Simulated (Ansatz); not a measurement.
**Na2AuCl4: input and output**

Input file of Ansatz 0.2.0:

```yaml
crystal:
  lattice:
    - [4.859009, 4.757943, 0.0]
    - [4.859009, -4.757943, 0.0]
    - [0.0, 0.0, -8.731356]
  atoms:
    - { symbol: Na, position: [0.51277, 0.02903, 0.75] }
    - { symbol: Na, position: [0.48723, 0.97097, 0.25] }
    - { symbol: Na, position: [0.02903, 0.51277, 0.25] }
    - { symbol: Na, position: [0.97097, 0.48723, 0.75] }
    - { symbol: Au, position: [0.0, 0.0, 0.0] }
    - { symbol: Au, position: [0.0, 0.0, 0.5] }
    - { symbol: Cl, position: [0.2231, 0.7769, 0.9779] }
    - { symbol: Cl, position: [0.7769, 0.2231, 0.4779] }
    - { symbol: Cl, position: [0.7769, 0.2231, 0.0221] }
    - { symbol: Cl, position: [0.2231, 0.7769, 0.5221] }
    - { symbol: Cl, position: [0.219, 0.219, 0.0] }
    - { symbol: Cl, position: [0.781, 0.781, 0.5] }
    - { symbol: Cl, position: [0.781, 0.781, 0.0] }
    - { symbol: Cl, position: [0.219, 0.219, 0.5] }
  symmetry: { tolerance: 0.0003 }
kpoints:
  mp_grid: { grid: [5, 5, 4], shift: [0, 0, 0] }
  band_path:
    path:
      - [0.0, 0.0, 0.0]
      - [0.5, 0.5, 0.0]
      - [0.5102917, 0.4897083, 0.0]
      - [0.4897083, -0.4897083, 0.0]
      - [0.0, 0.0, 0.0]
      - [0.0, 0.0, -0.5]
      - [0.4897083, -0.4897083, -0.5]
      - [0.5102917, 0.4897083, -0.5]
      - [0.5, 0.5, -0.5]
      - [0.5, 0.5, 0.0]
      - [0.0, 0.0, 0.0]
    npoints: 6
magnetization:
  spin_polarized: false
scf:
  occupations: { method: fermi_dirac }
  lower_state_search: "off"
  max_iter: 200
hamiltonian:
  pseudopotentials: { kind: paw }
  xc: r2scan
basis:
  ecutwfc: 500
  fft_grid_basis: typed
output:
  forces: true
  stress: true
  eigenvalues: true
  bader: true
  populations: true
  elf: true
  write_potential: true
  volumetric_format: npy
  dos:
    e_range: [-12, 8]
    de: 0.05
    projected: { site_lists: { Au: [Au], Cl: [Cl], Na: [Na] } }
checkpoint:
  read: saved_state
```

The run starts from an earlier solution of this cell. 

Output (shortened):

```
SCF iter   1: F=-40960.8980 eV  Δρ=1.05e-3  dr2=9.06e-4  dr2_τ=8.57e-4
SCF iter   2: F=-40960.8994 eV  Δρ=3.18e-4  dr2=3.91e-4  dr2_τ=1.28e-5
SCF iter   3: F=-40960.8996 eV  Δρ=1.17e-4  dr2=6.00e-5  dr2_τ=4.97e-6
SCF iter   4: F=-40960.8992 eV  Δρ=5.69e-5  dr2=2.02e-5  dr2_τ=7.25e-7
SCF iter   5: F=-40960.8992 eV  Δρ=4.58e-5  dr2=6.95e-6  dr2_τ=1.83e-7
SCF iter   6: F=-40960.8992 eV  Δρ=2.46e-5  dr2=2.75e-6  dr2_τ=6.02e-8
SCF iter   7: F=-40960.8992 eV  Δρ=5.42e-6  dr2=1.07e-7  dr2_τ=6.16e-9
SCF iter   8: F=-40960.8992 eV  Δρ=1.93e-6  dr2=1.82e-8  dr2_τ=1.35e-9
Free energy (F): -40960.8992 eV
Harris-Foulkes:  -40960.8992 eV  (|F-HF|=7.60e-9)
Internal energy: -40960.7455 eV  (E = F + TS)
E sigma→0 (E₀):  -40960.8224 eV
Entropy (-TS):   -0.1538 eV (-10.982 meV/atom)
Fermi energy:    5.2223 eV
--- Per-component energies (eV) ---
  E_band       = -2309.7742
  E_kinetic    = 3011.7905
  E_local      = -17435.0974  (includes V_loc(G=0)·N_el)
  E_nonlocal   = 843.4914
  E_hartree    = 7001.1576
  E_xc         = -1424.8294
  E_vxc        = -1929.2250  (∫ρ·V_xc dr)
  E_paw        = -25866.8809  (= ΣΔE_a)
  E_vpaw       = -925.3558  (= ΣTr[D̂ρ^β])
  E_aug_tail   = 0.0019  (compensation charges beyond the density's cutoff)
  E_vtau       = 122.2916  (kinetic-family band-sum trace: ∫τ·v_τ [+ j·A + Jᵃ·Aᵃ] dr)
  E_ewald      = -7088.8301
  E_core_change = -1.5490  (= ΣΔE_core)
  E_smearing   = -0.1538  (= −TS)
--- Stress (GPa, compression-positive) ---
       19.2992       0.0000       0.0000
        0.0000      18.8245       0.0000
        0.0000       0.0000      -3.9179
  P = ⅓ Tr σ = 11.4019 GPa (114.019 kbar)
```

Origin: a known structure type with other elements, at an estimated volume, so it need not be a known compound. Caveats: many states at the Fermi level without spin polarisation, so a magnetic state may lie lower; atoms or cell far from equilibrium.
